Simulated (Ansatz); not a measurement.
Space group I4/mcm (No. 140). a = 6.214 Å, b = 6.214 Å, c = 5.549 Å, α = 90.00°, β = 90.00°, γ = 90.00°
| atom | site | symmetry | x | y | z |
| --- | --- | --- | --- | --- | --- |
| Sc | 8h | m.2m | 0.1782 | 0.6782 | 0.0000 |
| Co | 4a | 422 | 0.0000 | 0.0000 | 0.2500 |

Equation of state of this Sc$_{2}$Co structure (not necessarily the ground state), with shape and atoms relaxed at each volume where symmetry leaves them free. It has no gap at any of these volumes. Method: Ansatz 0.2.0, DFT PBEsol, scalar-relativistic, plane waves, PAW.

Cutoff 420 eV; k points 8×8×8 on the computed 6-atom cell (Γ-centred); Gaussian smearing, width 0.10 eV; no spin polarisation.

```
V (Å³/atom) E − E(largest V) (meV/atom) P (GPa)
     16.784                         2.92     6.41
     17.319                       -12.55     2.97
     17.855                       -17.28    -0.02
     18.390                       -12.69    -2.62
     18.926                         0.00    -4.87
```

Problem. Fit a third-order Birch–Murnaghan equation to E(V).

Solution. V0 = 17.85 Å³/atom, B0 = 93 GPa, B0' = 3.7.

Spin polarisation was left out, and a magnetic state may lie lower.

Cost: 5 runs of about 7.4 core-minutes in all, on Arm Neoverse V1 (shared hosts).